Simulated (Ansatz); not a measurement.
YSi (CsCl type, Pm-3m) at seven volumes, DFT-PBE in the program Ansatz with PAW potentials, scaled uniformly. One row is withheld.

```csv
V (Å³/atom),P (GPa)
20.150,8.33
20.814,5.11
21.478,2.36
22.143,0.00
22.807,?
23.471,-3.84
24.136,-5.38
```

Task: Fit the shown pressures and predict the withheld one.

Result: P = (3/2)B₀(x^(7/2) − x^(5/2))[1 + (3/4)(B′ − 4)(x − 1)] with x = (V₀/V)^(2/3). Least squares on the six rows gives V₀ = 22.139 Å³/atom, B₀ = 73.6 GPa, B′ = 3.89. At V = 22.807, x = 0.9804 and P = -2.06 GPa. The run itself gave -2.05 GPa.

A made-up cell: these elements were put on the sites of a structure type; neither database checked (COD, Materials Project) lists it. Its standing as an ambient phase is unchecked. Symmetry was held in the PBE relaxation; its stability against distortions is not shown here. The run is not spin-polarised.

Potentials: the later of the program's two PAW sets.
